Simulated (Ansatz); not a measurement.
A trial structure of Si₄P was built thus: random cell by space group and Wyckoff sites (P-6m2, No. 187). Its size is a rough estimate.

```cif
data_structure
_symmetry_space_group_name_H-M 'P-6m2'
_symmetry_Int_Tables_number 187
_cell_length_a 3.8586
_cell_length_b 3.8586
_cell_length_c 6.3858
_cell_angle_alpha 90.000
_cell_angle_beta 90.000
_cell_angle_gamma 120.000
_cell_volume 82.34
loop_
_atom_site_label
_atom_site_type_symbol
_atom_site_symmetry_multiplicity
_atom_site_Wyckoff_symbol
_atom_site_fract_x
_atom_site_fract_y
_atom_site_fract_z
_atom_site_occupancy
Si1 Si 2 h 0.33333 0.66667 0.71878 1
Si2 Si 1 d 0.33333 0.66667 0.50000 1
Si3 Si 1 c 0.33333 0.66667 0.00000 1
P1 P 1 f 0.66667 0.33333 0.50000 1
```

The calculation used DFT PBE, scalar-relativistic, plane waves, PAW in Ansatz 0.2.0. Cutoff 420 eV, Gaussian smearing, Γ-centred meshes. Cell and atoms relax first on a coarse mesh and then on a finer one. In between, the cell is made exact in the group found at 0.06 Å. In metals the finer mesh still leaves noise of several meV/atom or more. The steps can't lower the symmetry of their start. No spin polarisation.

A guess keeps its type if space group and coordination stay and the shape of the cell changes little (axis ratios within about 15 %, angles within 6°); the volume may change.

Task: Does it keep its structure type, or change into something else?

Result: It doesn't keep its type. The symmetry stays P-6m2 (No. 187). The volume per atom grows by 39.9 %, from 16.5 to 23.0 Å³. The shortest distance goes from 1.40 Å (Si–Si) to 2.12 Å (Si–P). The ratio c/a of the conventional cell changes by a factor of 1.62. Counting neighbours within 15 % of an atom's shortest distance, the start has P 3, Si 1/2 and the end P 3, Si 2/3. In detail, at the end Si on a site of symmetry 3m is surrounded by 1 Si at 2.34 Å and 1 Si at 2.59 Å; Si on a site of symmetry -6m2 is surrounded by 3 P at 2.12 Å and 2 Si at 2.59 Å; P is surrounded by 3 Si at 2.12 Å; 1 more site not described.

```cif
data_structure
_symmetry_space_group_name_H-M 'P 1'
_symmetry_Int_Tables_number 1
_cell_length_a 3.6725
_cell_length_b 3.6725
_cell_length_c 9.8610
_cell_angle_alpha 90.000
_cell_angle_beta 90.000
_cell_angle_gamma 120.000
_cell_volume 115.18
loop_
_atom_site_label
_atom_site_type_symbol
_atom_site_fract_x
_atom_site_fract_y
_atom_site_fract_z
_atom_site_occupancy
Si1 Si 0.33333 0.66667 0.76234 1
Si2 Si 0.33333 0.66667 0.23766 1
Si3 Si 0.33333 0.66667 0.50000 1
Si4 Si 0.33333 0.66667 0.00000 1
P1 P 0.66667 0.33333 0.50000 1
```

The last run used a 12×12×4 mesh (in the run's order of axes) for its 5-atom cell and Gaussian smearing of 0.10 eV. The cell is a metal run without spin; a magnetic state may lie lower. A later test with randomly moved atoms led to a structure 867 meV/atom lower, so this end is a saddle point or a shallow minimum.

In counts of neighbours, a slash parts the counts of unlike sites.
